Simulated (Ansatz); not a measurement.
This run works on a generated trial structure, not on a known crystal.

Input and command of a plane-wave DFT calculation in Ansatz:

```yaml
crystal:
  lattice:
    - [2.9243620983, 0.0, 0.0]
    - [-1.4621810492, 2.532571867, 0.0]
    - [0.0, 0.0, 16.3975860156]
  atoms:
    - { symbol: Mn, position: [0.3333333333, 0.6666666667, 0.1077247915], spin: 4.0 }
    - { symbol: Mn, position: [0.6666666667, 0.3333333333, 0.3922752085], spin: 4.0 }
    - { symbol: Mn, position: [0.0, 0.0, 0.25], spin: 4.0 }
    - { symbol: B, position: [0.3333333333, 0.6666666667, 0.3240260244] }
    - { symbol: B, position: [0.6666666667, 0.3333333333, 0.1759739756] }
    - { symbol: P, position: [1.0, 0.0, 0.0] }
    - { symbol: Mn, position: [0.3333333333, 0.6666666667, 0.6077247915], spin: -4.0 }
    - { symbol: Mn, position: [0.6666666667, 0.3333333333, 0.8922752085], spin: -4.0 }
    - { symbol: Mn, position: [0.0, 0.0, 0.75], spin: -4.0 }
    - { symbol: B, position: [0.3333333333, 0.6666666667, 0.8240260244] }
    - { symbol: B, position: [0.6666666667, 0.3333333333, 0.6759739756] }
    - { symbol: P, position: [1.0, 0.0, 0.5] }
basis:
  ecutwfc: 500
kpoints:
  mp_grid: { grid: [12, 12, 2] }
  band_path:
    path:
      - [[0.0, 0.0, 0.0], [0.5, 0.0, 0.0], [0.33333333, 0.33333333, 0.0], [0.0, 0.0, 0.0], [0.0, 0.0, 1.0], [0.5, 0.0, 1.0], [0.33333333, 0.33333333, 1.0], [0.0, 0.0, 1.0]]
      - [[0.5, 0.0, 1.0], [0.5, 0.0, 0.0]]
      - [[0.33333333, 0.33333333, 1.0], [0.33333333, 0.33333333, 0.0]]
    npoints: 10
hamiltonian:
  xc: r2scan
scf:
  occupations: { method: gaussian, width: 0.1 }
  n_extra_bands: 30
output:
  forces: true
  stress: true
  eigenvalues: true
  populations: true
  dos: { projected: true, de: 0.02, nscf_kmesh: { grid: [15, 15, 3] } }
  bader: false
  write_density: true
  write_potential: true
  elf: true
  volumetric_format: npy
magnetization:
  spin_polarized: true
```

```bash
ansatz run input.yaml --threads 1 --pin off --max-ram 2560MiB --backend cpu --events-out ev --progress --plain --runs-dir out
```

Processor: Arm Neoverse V1, 1 thread, on a host shared with other jobs.

Q: How long does it run, and how much memory does it take?

A: About 4.8 min, peak memory 1.4 GiB. It solves 86 bands at 38 k points (after reduction by symmetry) with about 3083 plane waves, in 21 SCF iterations.
